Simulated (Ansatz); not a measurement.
MoPd:
```xyz
2
Lattice="3.1590 0.0000 0.0000 0.0000 3.1590 0.0000 0.0000 0.0000 3.1590" Properties=species:S:1:pos:R:3 pbc="T T T"
Pd     0.0000     0.0000     0.0000
Mo     1.5795     1.5795     1.5795
```

Relaxed with PBE. Special points in fractions of this cell's reciprocal vectors: Γ (0.000, 0.000, 0.000); X (0.000, 0.500, 0.000); M (0.500, 0.500, 0.000); R (0.500, 0.500, 0.500).

Problem. List the band energies nearest the Fermi level at these points for DFT-PBE with spin–orbit coupling in the program Ansatz with PAW potentials.

Solution. In eV from the Fermi level; about four levels below and three above (degenerate sets whole), none deeper than 8.9 eV; points with the same levels are listed once.

```json
[
 {"k": "Γ", "below": "-0.13 -0.13 -0.13 -0.13", "above": "2.10 2.10 2.10 2.10"},
 {"k": "X", "below": "-0.48 -0.48 -0.24 -0.24", "above": "1.14 1.14 3.34 3.34"},
 {"k": "M", "below": "-1.75 -1.75 -1.07 -1.07", "above": "0.36 0.36 0.99 0.99 0.99 0.99"},
 {"k": "R", "below": "-1.69 -1.69 -1.69 -1.69", "above": "2.46 2.46 2.46 2.46"}
]
```

Space group Pm-3m (CsCl type). The start of the workflow was typed in or built on a structure type; neither database checked (COD, Materials Project) lists it. Whether it is the stable phase at ambient conditions was not checked. The PBE relaxation kept the symmetry of its start; its stability against distortions is not shown here. The run is not spin-polarised. Its formation energy is positive at this level, so the cell may be metastable or incomplete.

Potentials: the earlier of the program's two PAW sets.
